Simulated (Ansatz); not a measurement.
GeW$_{2}$ in space group P4/nmm (No. 129; W on 2a, W on 2c, Ge on 2c) under volume change, the program Ansatz at the PBE level (PAW), shape and atoms relaxed at each volume.

```csv
V (Å³/atom),E − E(relaxed) (meV/atom),P (GPa)
14.681,?,?
15.165,43.2,15.35
15.649,10.0,6.88
16.133,0.0,0.00
16.617,8.7,-5.60
17.101,?,?
17.585,68.5,-12.84
```

Question: What belongs in the gaps?

Answer: 
- 17.101, E − E(relaxed) (meV/atom): 32.9
- 17.101, P (GPa): -10.26
- 14.681, E − E(relaxed) (meV/atom): 104.4
- 14.681, P (GPa): 25.46

Question: What does a third-order Birch–Murnaghan fit give for V₀, B₀ and B′?

Answer: V₀ = 16.13 Å³/atom, B₀ = 202 GPa, B′ = 6.4.

The cell is a constructed one: a structure type filled with these elements; neither database checked (COD, Materials Project) lists it. Whether it is the stable phase at ambient conditions was not checked. Symmetry was held in the PBE relaxation; its stability against distortions is not shown here. No spin polarisation was allowed. Scalar-relativistic: spin–orbit coupling is off unless named, which matters more the heavier the elements.

Potentials: the later of the program's two PAW sets.
